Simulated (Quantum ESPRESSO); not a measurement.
# Moving one atom in Al3SiCN3

These are calculations, not measurements. They come from pw.x of Quantum ESPRESSO 7.5, a plane-wave density functional program, with PseudoDojo standard norm-conserving files (v0.5 for PBE, v0.4.1 for LDA and PBEsol). The cells are made up: elements, strain and atom displacements were drawn at random, and nothing was relaxed. There is no spin polarisation, spin-orbit coupling or dispersion term.

The cell has 8 sites of a wurtzite lattice (rectangular cell). Sites 1 to 4 hold Al Al Si Al; sites 5 to 8 hold C N N N. Cell vectors in Å: (3.119, -0.010, 0.010); (-0.017, 5.217, -0.020); (0.016, -0.019, 4.972). Settings: PBE, cutoff 1143 eV, 6 x 4 x 4 k mesh shifted by half a step, Fermi-Dirac smearing of 0.025 eV.

Each run shifts the Al atom on site 4 along y and leaves all else fixed. Site 5 is one of its nearest neighbours. E is the free energy of the cell above the lowest run shown. The last column is band 17 less band 16 at Gamma, from a band step after each run.

| run | shift (Å) | Fy on site 4 (eV/Å) | Fy on site 5 (eV/Å) | P (GPa) | E (meV) | level step at Gamma (eV) |
| --- | --- | --- | --- | --- | --- | --- |
| 1 | -0.0812 | 0.699 | 2.239 | 16.50 | 9.6 | 3.643 |
| 2 | -0.0550 | 0.023 | 2.542 | 16.50 | 0.0 | 3.727 |
| 4 | -0.0232 | -0.862 | 2.969 | 16.57 | 13.2 | 3.826 |
| 5 | 0.0013 | -1.595 | 3.346 | 16.68 | 43.2 | 3.901 |
| 6 | 0.0470 | -3.090 | 4.177 | 17.05 | 149.5 | 4.036 |
| 7 | 0.0709 | -3.943 | 4.684 | 17.32 | 233.5 | 4.102 |
| 3 | -0.0323 | ? | ? | ? | ? | ? |

A rerun of one of these cells at 1437 eV and k mesh 8 x 6 x 6 moved values by no more than 0.002 eV in the cell's energy, 0.03 GPa in stress and 0.004 eV/Å in force.

## Worked fit

A parabola through the six runs shown gives Fy on site 4 = -1.556 - 30.89 u - 38.7 u² eV/Å, with u in Å and a scatter of 0.004 eV/Å. Minus the slope, 30.89 ± 0.13 eV/Å², is this atom's force constant along y at u = 0, with its periodic images moving too. The fitted force vanishes at u = -0.054 Å, where the energy should be lowest along this line. The error is the larger of the fit's own and the change that a cubic makes, rounded up.

## Withheld run

Question: what Fy on site 4 should run 3 give?

The fit gives -0.599 eV/Å. The calculation gave -0.601 eV/Å.

| run | shift (Å) | Fy on site 4 (eV/Å) | Fy on site 5 (eV/Å) | P (GPa) | E (meV) | level step at Gamma (eV) |
| --- | --- | --- | --- | --- | --- | --- |
| 3 | -0.0323 | -0.601 | 2.840 | 16.54 | 6.5 | 3.798 |